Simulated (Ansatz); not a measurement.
NaSn₄Se₈ in space group P-3m1 (No. 164; Pearson symbol hP13), DFT-PBE+D3(BJ) in the program Ansatz with PAW potentials, all energies at zero smearing, with the estimated change up to a 700 eV cutoff added, with one set of potentials and settings (totals compare only within such a set). Cell of 13 atoms (8 Se, 4 Sn, 1 Na): -69345.761 eV.

| element | reference phase | E (eV/atom) |
|---|---|---|
| Se | P3_121, 3 atoms in the cell | -5469.4069 |
| Sn | I4_1/amd, 2 atoms in the cell | -6024.5534 |
| Na | Fm-3m, 1 atoms in the cell | -1486.5793 |

Formation energy per atom, worked out: (-69345.761 − 8×(-5469.4069) − 4×(-6024.5534) − 1×(-1486.5793))/13 = -0.439 eV/atom (-42 kJ per mol of atoms), at 0 K, without zero-point energy or fitted corrections.

A made-up cell: these elements were put on the sites of a structure type; neither database checked (COD, Materials Project) lists it. Whether it is the stable phase at ambient conditions was not checked. The cell was relaxed with PBE+D3(BJ) under the symmetry of its start; whether a distortion lowers the energy is not shown. The references are the lowest solids computed at this level, not always the standard phases. Spin–orbit coupling is left out wherever it is not named.

Potentials: the later of the program's two PAW sets.
